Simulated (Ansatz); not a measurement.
**Data sheet: TiAl2O5 (DFT)**

TiAl2O5:
```
CELL_PARAMETERS angstrom
      1.80175    -4.68044     0.00000
      1.80175     4.68044     0.00000
      0.00000     0.00000     9.64234
ATOMIC_POSITIONS crystal
  Ti 0.31512 0.68488 0.25000
  Ti 0.68488 0.31512 0.75000
  Al 0.35924 0.64076 0.94384
  Al 0.64076 0.35924 0.05616
  Al 0.64076 0.35924 0.44384
  Al 0.35924 0.64076 0.55616
  O  0.18765 0.81235 0.06676
  O  0.81235 0.18765 0.93324
  O  0.81235 0.18765 0.56676
  O  0.18765 0.81235 0.43324
  O  0.45532 0.54468 0.11760
  O  0.54468 0.45532 0.88240
  O  0.54468 0.45532 0.61760
  O  0.45532 0.54468 0.38240
  O  0.73579 0.26421 0.25000
  O  0.26421 0.73579 0.75000
```

Space group Cmcm (No. 63); conventional cell a = 3.6035 Å, b = 9.3609 Å, c = 9.6423 Å, α = β = γ = 90.00°.

Method: PBEsol in the plane-wave PAW code Ansatz. The cell and atoms are relaxed at this level. Other levels are named where they apply.

Cell and energy:

- Volume per atom: 10.16 Å³
- Density: 3.71 g/cm³
- Formation energy from the elements (no fitted shifts): -3.04 eV/atom

Electronic structure:

Band gap: 3.02 eV (indirect)
Valence-band maximum: at Γ
Conduction-band minimum: at Y (k = 0.500, 0.500, 0.000 in fractions of the reciprocal vectors)
Smallest direct gap on the standard path: 3.30 eV
Electron effective mass: 1.6, 3.1, 3.3 mₑ (principal values)
Hole effective mass: 1.2 along y, 0.59 along z (mₑ)
HSE06 gap on the PBEsol cell: 4.74 eV

Mechanics:

Bulk modulus (Birch–Murnaghan fit): 188 GPa
Pressure derivative B′: 4.6
Elastic constants (relaxed ions, GPa): C11 = 353, C22 = 333, C33 = 307, C12 = 139, C13 = 158, C23 = 87.3, C44 = 106, C55 = 132, C66 = 69.3
Mechanical stability: stable (all eigenvalues of C positive)
Hill bulk and shear moduli: 194 and 99.1 GPa
Young's modulus: 254 GPa
Poisson's ratio: 0.28
Debye temperature from the elastic constants: 791 K

Dielectric response:

Electronic dielectric constant ε∞ (DFPT): 4.04 (xx), 4.01 (yy), 4.42 (zz)
Static dielectric constant ε0 (ions relaxed, cell fixed): 10.5 (xx), 9.51 (yy), 23.2 (zz)
Born charges (a third of the trace): Ti +4.69, Al +3.13, O -2.32 to -2.12 e

Phonons:

Highest zone-centre frequency (without LO–TO term): 871 cm^-1
Zone-centre stability: no imaginary mode at Γ
Dynamical stability on the path: stable (no imaginary branch)
Zero-point energy: 82.7 meV/atom
Vibrational entropy at 300 K: 13.5 J/(K·mol of atoms)

The workflow started from a Materials Project entry (that database holds measured and hypothetical structures alike); the Crystallography Open Database copy checked does not list it. Whether it is the stable phase at ambient conditions was not checked. The PBEsol relaxation kept the symmetry of its start. The run is not spin-polarised. The references are the lowest solids computed at this level, not always the standard phases (solids in place of the gases).

Potentials: the later of the program's two PAW sets.
